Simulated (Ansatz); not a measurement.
SiO2:
```
SiO2
1.0
    3.75579     0.00000     0.00000
    0.00000     3.75579     0.00000
    0.00000     0.00000     3.75579
Si O
2 4
Direct
  0.50000   0.50000   0.50000
  0.00000   0.00000   0.00000
  0.25000   0.25000   0.25000
  0.25000   0.75000   0.75000
  0.75000   0.75000   0.25000
  0.75000   0.25000   0.75000
```

Relaxed with LDA.

Which orbitals make up the states near the band edges in LDA in the plane-wave PAW code Ansatz?

Top 1 eV of the valence band: O 2p 96 %. Bottom 1 eV of the conduction band: Si 3p 47 %, O 2s 21 %, Si 3s 18 %, outside the projected shells 9 %. Projections are on Löwdin-orthogonalised atomic valence shells; empty p or d shells of many metals are not among them.

Tabulate the density of states.

States/eV per cell of 6 atoms, in 0.25 eV bins, energy from the valence-band maximum.

```
E (eV)  total  O 2p  Si 3p  O 2s
------  -----  ----  -----  ----
-7.88    1.29  0.87   0.16  0.06
-7.63    1.54  1.06   0.22  0.07
-7.38    2.61  1.81   0.50  0.09
-7.13    1.74  1.23   0.35  0.04
-6.88    1.44  1.04   0.33  0.02
-6.63    1.78  1.31   0.42  0.02
-6.38    2.55  1.91   0.59  0.02
-6.13    5.71  4.41   1.23  0.02
-5.88    4.71  3.71   0.95  0.01
-5.63    0.00  0.00   0.00  0.00
-5.38    0.00  0.00   0.00  0.00
-5.13    0.00  0.00   0.00  0.00
-4.88    0.18  0.18   0.00  0.00
-4.63    0.79  0.74   0.02  0.01
-4.38    2.49  2.13   0.20  0.11
-4.13    4.04  3.40   0.36  0.20
-3.88    5.69  4.89   0.43  0.24
-3.63    5.25  4.80   0.21  0.12
-3.38    2.22  2.00   0.11  0.06
-3.13    1.19  1.03   0.08  0.05
-2.88    1.54  1.39   0.07  0.05
-2.63    1.98  1.83   0.06  0.04
-2.38    1.97  1.84   0.06  0.03
-2.13    1.70  1.59   0.04  0.02
-1.88    1.16  1.09   0.03  0.02
-1.63    1.54  1.46   0.03  0.01
-1.38    5.31  5.05   0.14  0.02
-1.13    7.07  6.77   0.16  0.03
-0.88    7.67  7.32   0.20  0.03
-0.63    8.13  7.84   0.15  0.02
-0.38    3.16  3.10   0.02  0.01
-0.13    0.91  0.90   0.00  0.00
0.12     0.00  0.00   0.00  0.00
0.37     0.00  0.00   0.00  0.00
0.62     0.00  0.00   0.00  0.00
0.87     0.00  0.00   0.00  0.00
1.12     0.00  0.00   0.00  0.00
1.37     0.00  0.00   0.00  0.00
1.62     0.00  0.00   0.00  0.00
1.87     0.00  0.00   0.00  0.00
2.12     0.00  0.00   0.00  0.00
2.37     0.00  0.00   0.00  0.00
2.62     0.00  0.00   0.00  0.00
2.87     0.00  0.00   0.00  0.00
3.12     0.00  0.00   0.00  0.00
3.37     0.00  0.00   0.00  0.00
3.62     0.00  0.00   0.00  0.00
3.87     0.00  0.00   0.00  0.00
4.12     0.00  0.00   0.00  0.00
4.37     0.00  0.00   0.00  0.00
4.62     0.00  0.00   0.00  0.00
4.87     0.00  0.00   0.00  0.00
5.12     0.01  0.00   0.00  0.00
5.37     0.09  0.00   0.02  0.03
5.62     0.29  0.01   0.14  0.06
5.87     0.46  0.02   0.22  0.09
6.12     0.62  0.04   0.31  0.12
6.37     0.78  0.06   0.38  0.14
6.62     0.96  0.09   0.46  0.18
6.87     1.17  0.12   0.54  0.21
7.12     1.46  0.16   0.64  0.26
7.37     2.05  0.23   0.78  0.38
7.62     2.86  0.34   0.97  0.55
7.87     2.67  0.36   0.97  0.45
8.12     2.32  0.36   0.97  0.29
8.37     2.42  0.41   1.10  0.23
8.62     2.17  0.37   0.99  0.19
8.87     2.05  0.35   0.93  0.17
9.12     1.93  0.33   0.88  0.15
9.37     1.95  0.32   0.90  0.16
9.62     2.24  0.30   1.11  0.23
9.87     1.51  0.22   0.72  0.14
```

Space group Pn-3m. The workflow started from a Materials Project entry (that database holds measured and hypothetical structures alike); the Crystallography Open Database copy checked does not list it. It is not the phase usual at ambient conditions (space group No. 92, 152, 154). The LDA relaxation kept the symmetry of its start; phonons on a q-mesh show no instability.

Potentials: the earlier of the program's two PAW sets.
